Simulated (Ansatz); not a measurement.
MgMnV4O12 — electric field gradients

The cell is a computed structure from the Materials Project (it need not be an observed phase), its atoms then relaxed with PBE in this cell.

```xyz
18
Lattice="6.0976 0.0000 0.0000 2.1153 6.5499 0.0000 2.0024 0.5500 6.7303" Properties=species:S:1:pos:R:3 pbc="T T T"
Mg    7.2751    5.7152    0.0495
Mn    3.8844    6.1069    0.6579
V     7.4525    4.3410    5.2922
V     4.4739    5.4053    4.1318
V     5.7594    1.6019    2.5412
V     2.6474    2.7122    1.4457
O     7.4461    5.6196    6.5160
O     7.4600    2.9394    6.0529
O     4.5496    6.5956    5.3309
O     5.9387    4.4248    4.3421
O     5.6715    0.8930    3.9768
O     2.9401    4.5381    4.4448
O     7.3079    2.5496    2.4798
O     4.5174    6.0308    2.5837
O     4.2203    2.5316    2.2675
O     5.9770    0.3593    1.3534
O     2.5451    4.2601    0.6953
O     2.5020    1.4509    0.3672
```

Atom numbers follow the list; atoms alike are taken as one site, whose name carries the number of the first.

All values are calculated (Ansatz; DFT, PBE, plane waves and PAW, scalar-relativistic, collinear spin, 420 eV cutoff, Γ-centred 4×3×3 k-points, Fermi–Dirac smearing 0.02 eV), not measured. Start moments as typed (μB): 5 on each Mn, none on the rest.

C_Q = eQV_zz/h, which is 24.18 MHz for Q = 1 b and V_zz = 10²¹ V/m²; η = (V_xx − V_yy)/V_zz. ν_Q = 3|C_Q|/[2I(2I − 1)].

25Mg: I = 5/2, Q = 199.4 mb; ⁵⁵Mn: I = 5/2, Q = 330.0 mb; ⁵¹V: I = 7/2, Q = -52.00 mb; ¹⁷O: I = 5/2, Q = -25.58 mb. Nuclear quadrupole moments: year-2017 set (Pyykkö).

Problem. What field gradients does the calculation give at each kind of site?

Solution. 

```csv
site,atoms (order as listed),first shell,C_Q (MHz),η,ν_Q (MHz)
Mg,1,4 O at 1.95–2.10 Å; also 2 O at 2.91–3.32 Å,-13.0,0.60,1.95
Mn,2,6 O at 2.03–2.45 Å,12.0,0.80,1.80
V3,3,4 O at 1.59–1.81 Å,-5.69,0.68,0.406
V4,4,4 O at 1.67–1.79 Å,5.72,0.63,0.409
V5,5,4 O at 1.60–1.82 Å,5.06,0.95,0.361
V6,6,4 O at 1.67–1.78 Å,-4.47,0.94,0.319
O7,7,"1 V at 1.77 Å, 1 Mg at 1.96 Å, 1 Mn at 2.07 Å",3.66,0.48,0.549
O8,8,1 V at 1.59 Å; also 1 Mg at 3.32 Å,0.656,0.59,0.098
O9,9,"1 V at 1.69 Å, 1 Mg at 2.02 Å, angle 111°; also 1 Mn at 2.45 Å",2.27,0.45,0.341
O10,10,"2 V at 1.78–1.79 Å, angle 142°",-2.48,0.39,0.372
O11,11,1 V at 1.60 Å,0.814,0.87,0.122
O12,12,"2 V at 1.79–1.81 Å, angle 152°; also 1 Mg at 2.91 Å",-2.57,0.69,0.386
O13,13,"2 V at 1.78–1.82 Å, angle 139°",-2.47,0.22,0.371
O14,14,"1 V at 1.67 Å, 1 Mn at 2.03 Å, angle 152°",-2.02,0.81,0.303
O15,15,"2 V at 1.78–1.82 Å, angle 150°",-2.61,0.48,0.391
O16,16,"1 V at 1.73 Å, 1 Mg at 1.95 Å, 1 Mn at 2.17 Å",3.71,0.47,0.556
O17,17,"1 V at 1.72 Å, 1 Mg at 2.10 Å; also 1 Mn at 2.28 Å",2.29,0.79,0.343
O18,18,"1 V at 1.67 Å, 1 Mn at 2.05 Å, angle 130°",-1.84,0.85,0.275
```

At O10, O12, O13 and O15 V_zz runs parallel to the line that joins its two neighbours (within 5°) in each case. At O7 and O16 V_zz stands upright on the plane through its three neighbours (within 9°) in each case.

All moments are parallel here, as the start or the cell imposes; many such compounds order antiparallel, where fields and spin densities carried over to other atoms largely cancel. The magnetic order is the one that the run reached from its start moments, not necessarily the measured one. Where η is near 1 the sign of V_zz means little.

The relaxation (11 steps) took 26 min of wall time (34 min of CPU time) and 1.3 GiB at its peak, on 2 threads of Intel Xeon Processor @ 2.50GHz (Skylake/Cascade Lake) (x86_64; 62 cores open to the job, memory cap 5.0 GiB, no GPU), a shared host with a load of 0.9 a core.
